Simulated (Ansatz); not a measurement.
Relaxed-ion elastic tensor of Ti in space group P6/mmm (No. 191; Ti on 1a, Ti on 2d) in GPa (Voigt order), DFT-LDA in the program Ansatz with PAW potentials; density 5.02 g/cm³, 15.84 Å³ per atom.

```json
[
 {"": "1", "1": "208", "2": "101", "3": "66.7", "4": "0.0", "5": "0.0", "6": "0.0"},
 {"": "2", "1": "101", "2": "208", "3": "66.7", "4": "0.0", "5": "0.0", "6": "0.0"},
 {"": "3", "1": "66.7", "2": "66.7", "3": "264", "4": "0.0", "5": "0.0", "6": "0.0"},
 {"": "4", "1": "0.0", "2": "0.0", "3": "0.0", "4": "52.2", "5": "0.0", "6": "0.0"},
 {"": "5", "1": "0.0", "2": "0.0", "3": "0.0", "4": "0.0", "5": "52.2", "6": "0.0"},
 {"": "6", "1": "0.0", "2": "0.0", "3": "0.0", "4": "0.0", "5": "0.0", "6": "53.5"}
]
```

**Question.** Is the crystal mechanically stable?

**Answer.** Yes: the smallest eigenvalue of C is 52.2 GPa.

**Question.** Work out the Voigt, Reuss and Hill averages.

**Answer.** K_V = 128, K_R = 128, K_H = 128; G_V = 61.3, G_R = 58.0, G_H = 59.6 GPa.

**Question.** Give Young's modulus, Poisson's ratio, Pugh's ratio and the universal anisotropy index.

**Answer.** E = 9KG/(3K + G) = 155 GPa; ν = 0.30; K/G = 2.14 (ductile by the Pugh limit of 1.75); A_U = 5G_V/G_R + K_V/K_R − 6 = 0.29.

**Question.** Estimate the sound speeds and the Debye temperature.

**Answer.** v_l = √((K + 4G/3)/ρ) = 6430 m/s, v_t = √(G/ρ) = 3450 m/s, mean 3850 m/s; Θ = (h/k)(3n/4πV)^(1/3) v_m = 456 K.

**Question.** How much does each axis shrink under pressure?

**Answer.** Linear compressibilities β_i = Σ_j S_ij (j = 1 to 3): x 2.7, y 2.7, z 2.4 per TPa.

This is a known high-pressure phase of the composition, computed here at zero pressure and temperature. The cell was relaxed with LDA under the symmetry of its start; its stability against distortions is not shown here. The run is not spin-polarised. As this level gives no gap, shear constants depend on the k-mesh and smearing (Fermi–Dirac, 0.1 eV here).

Potentials: the earlier of the program's two PAW sets. The files were generated under PBE; for other functionals the program regenerates the frozen cores, and for LDA and PBEsol the local potential too.
